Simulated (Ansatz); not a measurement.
## TiAu (P-6m2): the volume from the results

The reference geometry is a structure from the Materials Project; nothing is relaxed.

Functional, mesh and filling: r²SCAN, 13×13×7 k mesh, Fermi–Dirac smearing of 0.05 eV. PAW means Ansatz 0.2.0 on its default frozen-core files. Site moments are integrated in spheres about the atoms.

The input and its command:

```yaml
crystal:
  lattice:
    - [2.9864759274, 0.0, 0.0]
    - [-1.4932379637, 2.5863640209, 0.0]
    - [0.0, 0.0, 4.554018]
  atoms:
    - { symbol: Ti, position: [0.0, 0.0, 0.0], spin: 1.0 }
    - { symbol: Au, position: [0.3333333333, 0.6666666667, 0.5] }
magnetization:
  spin_polarized: true
kpoints:
  mp_grid: { grid: [13, 13, 7] }
scf:
  occupations: { method: fermi_dirac, width: 0.05 }
  lower_state_search: "off"
hamiltonian:
  xc: r2scan
  pseudopotentials: { kind: paw }
output:
  forces: true
  stress: true
  eigenvalues: true
  populations: true
```

Command: `ansatz run input.yaml --threads 1 --pin off --max-ram 3072MiB --backend cpu --events-out ev --progress --plain --runs-dir out`

The cell is scaled evenly, and every run starts from the same moments. Some of the runs:

| V/V₀ | cell moment (μB) | largest site moment (μB) | F − F(V₀) (meV/atom) | pressure (GPa) |
| --- | --- | --- | --- | --- |
| 0.74 | 0.74 | 0.49 | 751 | 74.6 |
| 1.1 | 1.02 | 0.78 | 87 | -12.1 |
| 1.25 | 1.29 | 1.03 | 345 | -17.9 |

Another run of the series gave cell moment (μB) = 0.91, largest site moment (μB) = 0.65, F − F(V₀) (meV/atom) = 27, pressure (GPa) = 10.0. At which V/V₀ was it made?
A. 0.66
B. 0.96
C. 0.92
D. 0.86
E. 1.04
F. 0.8

C. V/V₀ = 0.92.

Another run of the series gave cell moment (μB) = 0.87, largest site moment (μB) = 0.61, F − F(V₀) (meV/atom) = 138, pressure (GPa) = 24.5. At which V/V₀ was it made?
A. 0.66
B. 1.04
C. 0.96
D. 0.92
E. 0.8
F. 0.86

F. V/V₀ = 0.86.

The whole series:

```
V/V₀  cell moment (μB)  largest site moment (μB)  F − F(V₀) (meV/atom)  pressure (GPa)
0.66              0.39                      0.26                  1646           133.8
0.74              0.74                      0.49                   751            74.6
 0.8              0.82                      0.56                   363            45.1
0.86              0.87                      0.61                   138            24.5
0.92              0.91                      0.65                    27            10.0
0.96              0.94                      0.68                     0             2.9
   1              0.96                      0.71                     0            -2.8
1.04              0.98                      0.73                    22            -7.2
 1.1              1.02                      0.78                    87           -12.1
1.25              1.29                      1.03                   345           -17.9
```

The PAW files were made with PBE; the program remakes their cores once for the run's functional and then keeps them frozen. Under strong compression frozen cores are worth checking against an all-electron run. The Ansatz runs typed with the search for lower states off end where their start leads. Spin–orbit coupling is left out although heavy atoms are present. r²SCAN is known to give itinerant transition metals moments and polarisation energies that are too large. The magnetic state is the one that this cell and start allow. It needn't be the compound's measured order, which may need a larger cell or be absent.
